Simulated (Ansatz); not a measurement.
The start is a generated cell, TiTe2 built in the anatase structure type. The cell and all atomic positions are relaxed at zero pressure with r2SCAN (plane waves to 500 eV, PAW, scalar-relativistic; Ansatz, a first-principles code). The first steps use a coarse 6×6×6 k-mesh.

Input geometry:
```
TiTe2
1.0
   -2.63329     2.63329     6.61906
    2.63329    -2.63329     6.61906
    2.63329     2.63329    -6.61906
Ti Te
2 4
Direct
  0.50000   0.50000   0.00000
  0.25000   0.75000   0.50000
  0.29190   0.29190   0.00000
  0.04190   0.54190   0.50000
  0.45810   0.95810   0.50000
  0.70810   0.70810   0.00000
```

Q: What pressure does the first self-consistent step give?

A: +4 GPa (positive: the cell is compressed).

Q: By how much does the energy per atom fall from start to end?

A: 0.07 eV/atom.

Q: How does the volume per atom move from start to end?

A: -6.8 %, from 30.60 to 28.50 Å³/atom.

Q: What band gap does the relaxed structure have at this level?

A: Zero (metallic).

Q: What does it relax into? Give the structure.

A: 
Space group I4₁/amd, origin choice 1 (No. 141); a = 5.509 Å, b = 5.509 Å, c = 11.268 Å, α = 90.00°, β = 90.00°, γ = 90.00°

| atom | site | symmetry | x | y | z |
|---|---|---|---|---|---|
| Ti | 4b | -4m2 | 0.0000 | 0.0000 | 0.5000 |
| Te | 8e | 2mm. | 0.0000 | 0.0000 | 0.2553 |
(The calculation used a cell of 6 atoms; values per cell refer to that cell.)

The space group stays I4₁/amd (No. 141) (the run could not lower it); the end is anatase type, with 6 atoms in the primitive cell. Final values are on a 12×12×12 k-mesh of the relaxed cell. No spin polarisation in the result.

The run could not lose the symmetry of its start, so the end can be a saddle point.

The relaxed structure here is a generated cell of TiTe2: the first start was made by placing the elements on the sites of a structure type, and the end was not matched to a known phase here, so it may be hypothetical. Known forms of TiTe2 include space group No. 164.
